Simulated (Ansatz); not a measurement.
H:
```
CELL_PARAMETERS angstrom
      2.37069    -2.29842     0.00000
      2.37069     2.29842     0.00000
      0.00000     0.00000     4.65867
ATOMIC_POSITIONS crystal
  H  0.94218 0.05782 0.05562
  H  0.05782 0.94218 0.94438
  H  0.55782 0.44218 0.55562
  H  0.44218 0.55782 0.44438
```

Relaxed with r²SCAN+D4. Special points in fractions of this cell's reciprocal vectors: Γ (0.000, 0.000, 0.000); Y (0.500, 0.500, 0.000); F0 (0.485, 0.515, 0.000); Δ0 (-0.485, 0.485, 0.000); Z (0.000, 0.000, 0.500); B0 (-0.485, 0.485, 0.500); G0 (0.485, 0.515, 0.500); T (0.500, 0.500, 0.500); S (0.000, 0.500, 0.000); R (0.000, 0.500, 0.500).

Problem. List the band energies nearest the valence-band maximum at these points for r²SCAN+D4 in the plane-wave PAW code Ansatz.

Solution. In eV from the valence-band maximum; about four levels below and three above (degenerate sets whole), none deeper than 8.9 eV; points with the same levels are listed once.

| k | below | above |
|---|---|---|
| Γ | -1.84 -0.04 | 11.04 14.52 15.40 |
| Y | -0.20 -0.01 | 11.05 12.22 14.71 |
| F0 | -0.20 -0.01 | 11.05 12.22 14.70 |
| Z | -1.02 -1.02 | 12.07 12.07 17.58 17.58 |
| B0 | -0.08 -0.08 | 12.30 12.30 13.98 13.98 |
| T | -0.08 -0.08 | 12.33 12.33 13.98 13.98 |
| S | -0.55 -0.55 | 11.51 11.51 14.61 14.61 |
| R | -0.49 -0.49 | 10.17 10.17 18.22 18.22 |

Space group Cmce. The first step of the workflow began from a Materials Project structure, measured or hypothetical; the Crystallography Open Database copy checked does not list it. It is not the usual solid phase (space group No. 194). The cell was relaxed with r²SCAN+D4 under the symmetry of its start; its stability against distortions is not shown here. The substance is a gas or liquid at ambient conditions.

Potentials: the later of the program's two PAW sets.
